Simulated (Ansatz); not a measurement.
Input file for Ansatz (an electronic-structure program):

Ansatz 0.2 input:
```yaml
crystal:
  lattice:
    - [3.1891295724, 0.0, 0.0]
    - [-1.5945647862, 2.7618672257, 0.0]
    - [0.0, 0.0, 5.1078695014]
  atoms:
    - { symbol: Mg, position: [0.3333333333, 0.6666666667, 0.25] }
    - { symbol: Mg, position: [0.6666666667, 0.3333333333, 0.75] }
kpoints:
  mp_grid: { grid: [31, 31, 17] }
hamiltonian:
  xc: pbesol
  pseudopotentials: { azcp: { folder: ./paw }, kind: paw }
scf:
  occupations: { method: fermi_dirac, width: 0.1 }
elastic: { mode: relaxed_ion, stencil: two_point, amplitude: 0.005, f_tol: 0.0005 }
```

Output (shortened):

```
Pseudopotential: Mg, paw, valence charge 10
Functional definition: PBEsol
Crystal: 2 atoms, lattice volume = 44.990 Å³
Basis set: ecut = 420 eV, 881 PW (Γ), exchange–correlation on 48×48×72 points (8 copies of the dense FFT grid, shifted against one another)
Bands: 14, of which v1, the nominal top of the filled ones, is band 10 counted from 1 (9 counted from 0)
Symmetry: 24 space group operations
Space group: P63/mmc (ITA 194), of the structure as read, at distance tolerance 3.6e-5 Å
k-points: 864 of 16337
SCF 1 converged in 8 iterations: F = -3824.117087 eV  dr2 = 1.33e-15
Crystal: 2 atoms, lattice volume = 44.765 Å³
Basis set: ecut = 420 eV, 857 PW (Γ), exchange–correlation on 48×48×72 points (8 copies of the dense FFT grid, shifted against one another)
Symmetry: 8 space group operations
k-points: 2304 of 16337
SCF 2 converged in 7 iterations: F = -3824.117067 eV  dr2 = 6.85e-15
relax step   1: F+E_penalty+E_count = -3824.11706653 eV  Δ(F+E_penalty+E_count) = +0.000e0 eV  max|allowed force component| = 4.503e-3 eV/Å  Δτ_max = 0.0000 Å  (7 SCF iters, accepted)
Crystal: 2 atoms, lattice volume = 44.765 Å³
SCF 3 converged in 6 iterations: F = -3824.117079 eV  dr2 = 6.55e-15
relax step   2: F+E_penalty+E_count = -3824.11707892 eV  Δ(F+E_penalty+E_count) = -1.238e-5 eV  max|allowed force component| = 1.163e-3 eV/Å  Δτ_max = 0.0022 Å  (6 SCF iters, accepted)
Crystal: 2 atoms, lattice volume = 44.765 Å³
SCF 4 converged in 5 iterations: F = -3824.117080 eV  dr2 = 6.39e-14
relax step   3: F+E_penalty+E_count = -3824.11707980 eV  Δ(F+E_penalty+E_count) = -8.792e-7 eV  max|allowed force component| = 7.132e-6 eV/Å  Δτ_max = 0.0008 Å  (5 SCF iters, accepted)
Crystal: 2 atoms, lattice volume = 44.765 Å³
SCF 5 converged in 8 iterations: F = -3824.117080 eV  dr2 = 2.43e-14
Crystal: 2 atoms, lattice volume = 45.215 Å³
Basis set: ecut = 420 eV, 897 PW (Γ), exchange–correlation on 48×48×72 points (8 copies of the dense FFT grid, shifted against one another)
SCF 6 converged in 7 iterations: F = -3824.116637 eV  dr2 = 9.86e-15
relax step   1: F+E_penalty+E_count = -3824.11663680 eV  Δ(F+E_penalty+E_count) = +0.000e0 eV  max|allowed force component| = 4.445e-3 eV/Å  Δτ_max = 0.0000 Å  (7 SCF iters, accepted)
Crystal: 2 atoms, lattice volume = 45.215 Å³
SCF 7 converged in 6 iterations: F = -3824.116650 eV  dr2 = 7.68e-15
relax step   2: F+E_penalty+E_count = -3824.11664985 eV  Δ(F+E_penalty+E_count) = -1.304e-5 eV  max|allowed force component| = 7.845e-5 eV/Å  Δτ_max = 0.0029 Å  (6 SCF iters, accepted)
Crystal: 2 atoms, lattice volume = 45.215 Å³
SCF 8 converged in 8 iterations: F = -3824.116650 eV  dr2 = 4.63e-14
Crystal: 2 atoms, lattice volume = 44.765 Å³
SCF 9 converged in 6 iterations: F = -3824.116142 eV  dr2 = 5.54e-15
Crystal: 2 atoms, lattice volume = 45.215 Å³
Basis set: ecut = 420 eV, 905 PW (Γ), exchange–correlation on 48×48×72 points (8 copies of the dense FFT grid, shifted against one another)
SCF 10 converged in 5 iterations: F = -3824.117527 eV  dr2 = 4.39e-14
Crystal: 2 atoms, lattice volume = 44.990 Å³
Basis set: ecut = 420 eV, 877 PW (Γ), exchange–correlation on 48×48×72 points (8 copies of the dense FFT grid, shifted against one another)
Symmetry: 4 space group operations
k-points: 4224 of 16337
SCF 11 converged in 8 iterations: F = -3824.117019 eV  dr2 = 6.00e-14
relax step   1: F+E_penalty+E_count = -3824.11701916 eV  Δ(F+E_penalty+E_count) = +0.000e0 eV  max|allowed force component| = 1.224e-4 eV/Å  Δτ_max = 0.0000 Å  (8 SCF iters, accepted)
Crystal: 2 atoms, lattice volume = 44.990 Å³
SCF 12 converged in 8 iterations: F = -3824.117019 eV  dr2 = 4.87e-14
Crystal: 2 atoms, lattice volume = 44.990 Å³
SCF 13 converged in 8 iterations: F = -3824.117019 eV  dr2 = 8.36e-14
relax step   1: F+E_penalty+E_count = -3824.11701916 eV  Δ(F+E_penalty+E_count) = +0.000e0 eV  max|allowed force component| = 1.224e-4 eV/Å  Δτ_max = 0.0000 Å  (8 SCF iters, accepted)
Crystal: 2 atoms, lattice volume = 44.990 Å³
SCF 14 converged in 8 iterations: F = -3824.117019 eV  dr2 = 5.69e-14
SCF converged after 8 iterations
Free energy (F): -3824.117087 eV
Harris-Foulkes:  -3824.117087 eV  (|F-HF|=4.55e-13)
Internal energy: -3824.090311 eV  (E = F + TS)
E sigma→0 (E₀):  -3824.103699 eV
Entropy (-TS):   -0.026777 eV (-13.388 meV/atom)
Fermi energy:    5.739585 eV
--- Per-component energies (eV) ---
  E_band       = -709.642378
  E_kinetic    = 138.607362
  E_local      = -3412.014943  (includes V_loc(G=0)·N_el)
  E_nonlocal   = 391.959838
  E_hartree    = 1161.974333
  E_xc         = -51.503506
  E_vxc        = -66.745910  (∫ρ·V_xc dr)
  E_paw        = -580.060062  (= ΣΔE_a)
  E_vpaw       = -85.397102  (= ΣTr[D̂ρ^β])
  E_aug_tail   = -0.000288  (compensation charges beyond the density's cutoff)
  E_ewald      = -1473.170770
  E_core_change = 0.117725  (= ΣΔE_core)
  E_smearing   = -0.026777  (= −TS)
  E_closure    = 0.000000  (closes the sum)
  Σ components = -3824.117087   (vs F -3824.117087, Δ=0.00e0)
--- Forces (eV/Å), atoms counted from 1 ---
  atom   1  Mg     0.00000000     0.00000000     0.00000000
  atom   2  Mg     0.00000000     0.00000000     0.00000000
  max |Σ_I F_I| component: 1.39e-17 eV/Å
--- Stress (GPa, compression-positive) ---
       -0.155589       0.000000       0.000000
        0.000000      -0.155589       0.000000
        0.000000       0.000000       0.490336
  P = ⅓ Tr σ = 0.0597 GPa (0.597 kbar)
--- Band table (eV; the first three rows and the last of 864) ---
  k-point 0: bands = ["-69.8894", "-69.8858", "-36.8503", "-36.8191", "-36.8191", "-36.8133", "-36.8133", "-36.8131", "-1.2842", "4.0890", "4.6178", "16.6253", "16.6253", "16.7509"]
  k-point 1: bands = ["-69.8894", "-69.8859", "-36.8500", "-36.8191", "-36.8191", "-36.8134", "-36.8134", "-36.8134", "-1.2641", "3.6736", "5.0675", "16.6413", "16.6413", "16.7643"]
  k-point 2: bands = ["-69.8893", "-69.8859", "-36.8490", "-36.8189", "-36.8189", "-36.8143", "-36.8135", "-36.8135", "-1.2039", "3.1060", "5.7382", "16.6884", "16.6884", "16.8042"]
  k-point 863: bands = ["-69.8854", "-69.8854", "-36.8421", "-36.8420", "-36.8340", "-36.8330", "-36.8200", "-36.8199", "5.7052", "5.8442", "6.3183", "6.5511", "7.3426", "7.4000"]
--- Elastic constants: 3 strain directions × 2 members + reference (group order 24) ---
  dense FFT box of the reference and of every strained cell: 24×24×36
  strains applied: 11, 33, 23; error gains …
  C = ∂σ_k/∂η_j (tension-positive GPa; Voigt order 11 22 33 23 13 12):
        63.360     26.159     21.265      0.000      0.000      0.000
        26.159     63.360     21.265      0.000      0.000      0.000
        21.927     21.927     72.054      0.000      0.000      0.000
         0.000      0.000      0.000     19.380      0.000      0.000
         0.000      0.000      0.000      0.000     19.380      0.000
         0.000      0.000      0.000      0.000      0.000     18.601
  reference stress σ⁰ (GPa):      0.156      0.156     -0.490      0.000      0.000      0.000
  moduli (Voigt/Reuss/Hill, GPa): K = 37.50/37.47/37.48   G = 20.10/19.88/19.99   E = 50.92   ν = 0.274
  mechanically stable: yes (min eigenvalue of sym C = 18.60 GPa)
  strain η (Voigt 11):  stress-route row diagonal C_11 = 63.36 GPa, energy-path curvature d²(F+E_count+ΔE)/dδ²/Ω₀ = 63.33 GPa
         δ    σ_11 (GPa)             F (eV)   n_scf  n_hpsi   n_pw
    -5.000e-3      -0.1691       -3824.1170798       8  575261    892   relax 3 steps, max|allowed force component| 7.13e-6 eV/Å
     5.000e-3       0.4645       -3824.1166498       8  585060    903   relax 2 steps, max|allowed force component| 7.84e-5 eV/Å
  strain η (Voigt 33):  stress-route row diagonal C_33 = 72.05 GPa, energy-path curvature d²(F+E_count+ΔE)/dδ²/Ω₀ = 72.02 GPa
         δ    σ_33 (GPa)             F (eV)   n_scf  n_hpsi   n_pw
    -5.000e-3      -0.8591       -3824.1161422       6  204255    899   relax 0 steps, max|allowed force component| 3.01e-17 eV/Å
     5.000e-3      -0.1385       -3824.1175268       5  179509    905   relax 0 steps, max|allowed force component| 3.01e-17 eV/Å
  strain η (Voigt 23):  stress-route row diagonal C_44 = 19.38 GPa, energy-path curvature d²(F+E_count+ΔE)/dδ²/Ω₀ = 19.40 GPa
         δ    σ_23 (GPa)             F (eV)   n_scf  n_hpsi   n_pw
    -5.000e-3      -0.0969       -3824.1170192       8  1136392    898   relax 1 steps, max|allowed force component| 1.22e-4 eV/Å
     5.000e-3       0.0969       -3824.1170192       8  1049044    898   relax 1 steps, max|allowed force component| 1.22e-4 eV/Å
```

Cost: around 9 core-minutes (rough) on shared cores.

Space group P6_3/mmc (hcp (Mg type)). Symmetry was held in the PBEsol relaxation. As this level gives no gap, shear constants depend on the k-mesh and smearing (Fermi–Dirac, 0.1 eV here). Axis ratios of metals converge slowly with the k-mesh, so a and c are less sure than the volume. On the denser mesh and wider smearing of the elastic run this cell carries a stress of 0.5 GPa.

Potentials: the earlier of the program's two PAW sets. The files were generated under PBE; for other functionals the program regenerates the frozen cores, and for LDA and PBEsol the local potential too.

Ansatz is a plane-wave DFT program.
